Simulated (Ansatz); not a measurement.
# Equation of state of Ba2Cd

A database entry relaxed whole under r2SCAN (I4/mmm):

```
Ba Cd
1.0
    -2.14833    2.14833    7.71121
     2.14833   -2.14833    7.71121
     2.14833    2.14833   -7.71121
Ba Cd
2 1
Direct
  0.37091 0.37091 0.00000
  0.62909 0.62909 0.00000
  0.00000 0.00000 0.00000
```

The cell was scaled uniformly, its shape held, and the atoms relaxed at each volume with plane-wave PAW DFT (Ansatz 0.2.0; r2SCAN, 500 eV, 11×11×11 Γ-centred mesh, fermi-dirac occupations of width 0.100 eV; no spin, no spin-orbit coupling). One row is withheld.

| volume (Å³/atom) | energy over the lowest (meV/atom) | pressure (GPa) |
| --- | --- | --- |
| 44.606 | 8.0 | 0.99 |
| 45.555 | 3.3 | 0.63 |
| 46.504 | 0.7 | 0.30 |
| 47.453 | 0.0 | -0.01 |
| 48.402 | 1.1 | -0.29 |
| 49.351 | ? | ? |
| 50.300 | 7.9 | -0.78 |

Q: Fit the pressures of the other rows to the third-order Birch-Murnaghan form.

A: With f = [(V₀/V)^(2/3) − 1]/2 and P = 3B₀f(1 + 2f)^(5/2)[1 + 3(B₀′ − 4)f/2], least squares gives V₀ = 47.42 Å³ an atom, B₀ = 14.6 GPa and B₀′ = 3.5; the rows miss the fit by less than 0.01 GPa. The slope of the energies differs from these pressures by less than 0.05 GPa.

Q: What does the withheld row hold?

A: The fit gives -0.55 GPa at 49.351 Å³; the run gave -0.55 GPa and 3.8 meV an atom.

Caveats: the shape of the cell was held, so B₀ is an upper bound where the axes differ in stiffness; 0 K, fixed nuclei; the symmetry was kept, and this need not be the phase that is stable at 0 K; one mesh for all volumes; pressure is positive in compression.
